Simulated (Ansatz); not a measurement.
RuFI as a Janus 1T monolayer at its r2SCAN geometry, run in the plane-wave code Ansatz at 3 levels of theory. All values are calculated for a non-magnetic cell, which may be hypothetical.

The r2SCANh input:
```yaml
crystal:
  lattice:
    - [3.7203875528, 0.0, 0.0]
    - [-1.8601937764, 3.2219501327, 0.0]
    - [0.0, 0.0, 29.5767947488]
  atoms:
    - { symbol: Ru, position: [0.0, 0.0, 0.3083604478] }
    - { symbol: F, position: [0.3333333333, 0.6666666667, 0.3408877009] }
    - { symbol: I, position: [0.6666666667, 0.3333333333, 0.2636296742] }
  periodic: [true, true, false]
kpoints:
  mp_grid: { grid: [6, 6, 1] }
  band_path:
    path:
      - [0.0, 0.0, 0.0]
      - [0.5, 0.0, 0.0]
      - [0.3333333333, 0.3333333333, 0.0]
      - [0.3666666667, 0.2666666667, 0.0]
    npoints: 1
hamiltonian:
  xc: r2scanh
scf:
  occupations: { method: fixed }
  n_extra_bands: 4
output:
  forces: true
  stress: true
  eigenvalues: true
```

Main results, then, where recorded, the levels near the gap in eV from the Fermi energy (columns number the bands from 0), one row a point of the path (Γ, M, K, M–K (0.80)):
```
Crystal: 3 atoms, lattice volume = 354.534 Å³
Symmetry: 6 space group operations
Space group: P3m1 (ITA 156)
```
```
Basis set: ecut = 500 eV, 9023 PW (Γ)
k-points: 7 of 36 (time reversal used)
hybrid outer 1: dexx = +9.618e-3 eV, tail = 1.55e-5 eV
hybrid outer 2: dexx = +1.946e-6 eV, tail = 3.90e-9 eV, Δε = 1.95e-3 eV, ΔF = 9.25e-3 eV/Å
hybrid SCF converged: 2 outer / 13 inner (+6 warm-up)
Free energy (F): -14226.438069 eV
Fermi energy:    -6.133873 eV
--- Forces (eV/Å), atoms counted from 1 ---
  atom   1  Ru      0.00000      0.00000      0.29422
  atom   2  F       0.00000      0.00000    -0.11371
  atom   3  I       0.00000      0.00000    -0.18043
--- 2D stress c σ (N/m, compression-positive) ---
       -0.281195       0.000000       0.000000
        0.000000      -0.281195       0.000000
        0.000000       0.000000       0.000000
  P = ½ c Tr σ = -0.2812 N/m
```
```tsv
band_17	band_18	band_19	band_20	band_21	band_22
-0.897	-0.897	0.000	3.780	3.780	4.602
-0.703	-0.326	-0.186	2.815	3.418	5.916
-0.500	-0.424	-0.101	2.178	3.599	7.139
-0.517	-0.418	-0.098	2.221	3.555	6.898
```

r2SCANh gives an indirect gap of 2.18 eV, from Γ to K; the least direct gap is 2.28 eV at K.

Task: Another run on the same cell gave
```
Basis set: ecut = 420 eV, 6975 PW (Γ)
k-points: 7 of 36 (time reversal used)
hybrid outer 1: dexx = +1.880e-1 eV, tail = 6.14e-4 eV
hybrid outer 2: dexx = +1.686e-5 eV, tail = 3.60e-7 eV, Δε = 6.19e-3 eV, ΔF = 8.39e-3 eV/Å
hybrid outer 3: dexx = +5.206e-8 eV, tail = 7.12e-10 eV, Δε = 3.59e-4 eV, ΔF = 1.34e-3 eV/Å
hybrid SCF converged: 3 outer / 21 inner (+6 warm-up)
Free energy (F): -14203.634261 eV
Fermi energy:    -6.792262 eV
--- Forces (eV/Å), atoms counted from 1 ---
  atom   1  Ru      0.00000      0.00000      0.51461
  atom   2  F       0.00000      0.00000    -0.14792
  atom   3  I       0.00000      0.00000    -0.36664
--- 2D stress c σ (N/m, compression-positive) ---
       -0.134085       0.000000       0.000000
        0.000000      -0.134085       0.000000
        0.000000       0.000000       0.000000
  P = ½ c Tr σ = -0.1341 N/m
```
```tsv
band_17	band_18	band_19	band_20	band_21	band_22
-0.935	-0.935	0.000	4.949	4.949	5.230
-0.724	-0.379	-0.237	3.963	4.594	6.796
-0.570	-0.460	-0.084	3.240	4.796	8.017
-0.579	-0.460	-0.088	3.289	4.746	7.753
```
Which level of theory and mesh gave it?

Result: It is PBE0, judged by the exchange loop and the size of the gap (a near hybrid could fit too), on 6×6×1; the blocks that differ from the first input, but for the band path:
```yaml
hamiltonian:
  xc: pbe0
```
PBE0 gives an indirect gap of 3.24 eV, from Γ to K; the least direct gap is 3.32 eV at K. The mean stress, -0.1 N/m, is small, and the program warns that its thresholds are loose for a hybrid's stress.

Hartree-Fock. Against the first input these blocks differ (the band path and keys that only write files left aside):
```yaml
hamiltonian:
  xc: hf
```

```
Basis set: ecut = 420 eV, 6975 PW (Γ)
k-points: 7 of 36 (time reversal used)
hybrid outer 1: dexx = +4.216e0 eV, tail = 5.05e-2 eV
hybrid outer 2: dexx = +3.140e-3 eV, tail = 3.82e-4 eV, Δε = 5.72e-2 eV, ΔF = 2.51e-1 eV/Å
hybrid outer 3: dexx = +1.367e-4 eV, tail = 9.59e-6 eV, Δε = 1.27e-2 eV, ΔF = 4.68e-2 eV/Å
hybrid outer 4: dexx = +7.779e-6 eV, tail = 3.00e-7 eV, Δε = 1.74e-3 eV, ΔF = 9.46e-3 eV/Å
hybrid outer 5: dexx = +2.110e-8 eV, tail = 4.79e-9 eV, Δε = 1.97e-4 eV, ΔF = 1.71e-4 eV/Å
hybrid SCF converged: 5 outer / 32 inner (+6 warm-up)
Free energy (F): -14072.855211 eV
Fermi energy:    -10.693835 eV
--- Forces (eV/Å), atoms counted from 1 ---
  atom   1  Ru      0.00000      0.00000      3.29956
  atom   2  F       0.00000      0.00000    -0.09423
  atom   3  I       0.00000      0.00000    -3.20553
--- 2D stress c σ (N/m, compression-positive) ---
        7.037099       0.000000       0.000000
        0.000000       7.037099       0.000000
        0.000000       0.000000       0.000000
  P = ½ c Tr σ = 7.0371 N/m
```
```tsv
band_17	band_18	band_19	band_20	band_21	band_22
-0.273	-0.273	-0.016	10.155	10.929	11.722
-1.144	-0.836	-0.366	13.041	13.456	13.560
-1.385	-0.498	-0.433	11.755	14.191	14.686
-1.367	-0.576	-0.373	11.813	14.056	14.328
```

With Hartree-Fock the valence top lies at Γ–M (0.33 of the way from Γ) and the conduction bottom at Γ, 10.16 eV higher; the smallest vertical gap, at Γ, is 10.17 eV. Least and direct gap differ so little that the kind isn't settled. The mean in-plane stress at these positions is +7.0 N/m, compression counted positive. (The program warns that its thresholds are loose for a hybrid's stress.)

Totals of different functionals can't be compared.

Spin-orbit coupling is left out, which matters wherever the heavy atoms make up the band edges.

The meshes of the hybrids are coarse, so their gaps aren't converged to the digits shown.
